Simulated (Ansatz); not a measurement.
Problem. GaP (rock salt, Fm-3m) is relaxed with PBE in the plane-wave PAW code Ansatz. What lattice parameters of the conventional cell result?

Solution. a = 5.158 Å.

Problem. Is it a metal or does it have a gap at this level?

Solution. No gap at this level.

The start of the workflow was typed in or built on a structure type; neither database checked (COD, Materials Project) lists it. It is not the phase usual at ambient conditions (space group No. 216). The cell was relaxed with PBE under the symmetry of its start; its stability against distortions is not shown here. Spin–orbit coupling is left out wherever it is not named.

Potentials: the earlier of the program's two PAW sets.
